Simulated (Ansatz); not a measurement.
Stationary points along a deformation path in HfOs

All numbers below come from Ansatz 0.2.0, DFT LDA, scalar-relativistic, plane waves, PAW. The runs took a 420 eV cutoff, a Γ-centred 16×16×16 mesh and Gaussian smearing (0.15 eV). Spin–orbit coupling is left out, which can shift energies with elements as heavy as these. No spin polarisation. Energies are free energies at this smearing, counted from the undisturbed cell; pressure is positive in compression.

The starting cell (as given, not relaxed at this level; it stands at -8.4 GPa, and it needn't be the usual structure):

```xyz
2
Lattice="3.2390 0.0000 0.0000 0.0000 3.2390 0.0000 0.0000 0.0000 3.2390" Properties=species:S:1:pos:R:3 pbc="T T T"
Hf    0.0000    0.0000    0.0000
Os    1.6195    1.6195    1.6195
```

At fixed volume and fractional coordinates, lengths along (0.577, 0.577, 0.577) are scaled against those across it; ρ is that ratio over its starting value. V = 16.990 Å³/atom. Δσ is the stress along the axis less the mean stress across it (compression positive).

| ρ | ΔE (meV/atom) | Δσ (GPa) | space group |
| --- | --- | --- | --- |
| 0.500 | 9977.3 | 683.82 | R-3m |
| 0.600 | 3966.2 | 302.99 | R-3m |
| 0.710 | 1408.8 | 146.54 | R-3m |
| 1.000 | 0.0 | 0.00 | Pm-3m |
| 1.410 | 569.5 | -36.11 | R-3m |
| 2.000 | 1089.4 | 0.00 | Fm-3m |

Q: How does the stress give the slope of the energy, and where is the energy stationary?

A: Along the path d ln(length) is 2/3 d ln ρ on the axis and −1/3 d ln ρ across it, so dE/d ln ρ = −(2/3) V Δσ: the energy falls with ρ where Δσ is positive. Δσ vanishes or changes sign at ρ = 1.000 (Pm-3m), a minimum at 0.0 meV/atom; at ρ = 2.000 (Fm-3m, an end of the scan), at 1089.4 meV/atom. Pairs of stationary points between two samples would go unseen, and could change a minimum read from distant neighbours into a maximum. At ρ = 1.000, 2.000 the cell is cubic, where symmetry alone makes the stress isotropic and the slope zero.

In a metal these slopes depend on the k mesh and the smearing.